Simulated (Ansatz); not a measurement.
Each is relaxed and computed with plane-wave PAW r²SCAN (Ansatz code). Which alone has a direct gap?
A. In2Si2O7, C2/m (Pearson symbol mS22)
B. Ba2InOsO6, Fm-3m (Ba on 8c, In on 4b, Os on 4a, O on 24e)
C. Hf2P2O9, C2/m (Pearson symbol mS52)
D. SiO2, P4_2/nmc (Si on 2a, O on 4d)

A, In2Si2O7, C2/m (Pearson symbol mS22). In2Si2O7: gap 3.63 eV (direct); SiO2: gap 5.93 eV (indirect); Hf2P2O9: gap 5.58 eV (indirect); Ba2InOsO6: gap 1.17 eV (indirect). Spin orders computed, not proven ground states: Ba2InOsO6, Fm-3m (Ba on 8c, In on 4b, Os on 4a, O on 24e) antiferromagnetic. Constructed cells (a structure type filled with these elements, in neither database checked): SiO2, P4_2/nmc (Si on 2a, O on 4d). Not the usual ambient phase: SiO2, P4_2/nmc (Si on 2a, O on 4d). Standing as an ambient phase not checked: In2Si2O7, C2/m (Pearson symbol mS22); Hf2P2O9, C2/m (Pearson symbol mS52); Ba2InOsO6, Fm-3m (Ba on 8c, In on 4b, Os on 4a, O on 24e). All cells were relaxed under the symmetry of their starts (and spin orders); stability against distortions was not tested throughout. Rows with no word on spin ran without spin polarisation. Spin–orbit coupling is left out wherever it is not named.

Potentials: the later of the program's two PAW sets.
